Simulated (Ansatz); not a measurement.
One stationary structure of CdS. Method: PBEsol (plane waves to 420 eV, PAW, scalar-relativistic; Ansatz, a first-principles code).

```cif
data_CdS
_chemical_formula_sum 'S1 Cd1'
_space_group_name_H-M_alt 'P 1'
_space_group_IT_number 1
_cell_length_a 3.81672
_cell_length_b 3.81672
_cell_length_c 3.81672
_cell_angle_alpha 60.000
_cell_angle_beta 60.000
_cell_angle_gamma 60.000
loop_
_space_group_symop_operation_xyz
  'x, y, z'
loop_
_atom_site_label
_atom_site_type_symbol
_atom_site_fract_x
_atom_site_fract_y
_atom_site_fract_z
_atom_site_occupancy
S1 S 0.00000 0.00000 0.00000 1
Cd1 Cd 0.50000 0.50000 0.50000 1
```

Q: Find the space group and the Wyckoff positions (tolerance 0.01 Å).

A: Space group Fm-3m (No. 225); a = 5.3977 Å, b = 5.3977 Å, c = 5.3977 Å, α = 90.00°, β = 90.00°, γ = 90.00°

| atom | site | symmetry | x | y | z |
|---|---|---|---|---|---|
| S | 4a | m-3m | 0.0000 | 0.0000 | 0.0000 |
| Cd | 4b | m-3m | 0.5000 | 0.5000 | 0.5000 |

This is the rock salt type.

Q: Give the shortest distances between elements (the closest pairs, up to four, under 3.6 Å).

A: Cd–S 2.70 Å.

| Item | Value |
|---|---|
| Volume per atom | 19.66 Å³ |
| Band gap | 0.13 eV, indirect (valence top at L, conduction bottom at X) (no spin-orbit coupling) |
| Smallest direct gap | 1.84 eV at Γ |

No spin polarisation in the result.

The run could not lose the symmetry of its start.

The relaxed structure has the type that CdS is known to take under pressure; here it was relaxed at zero pressure, from a generated start.
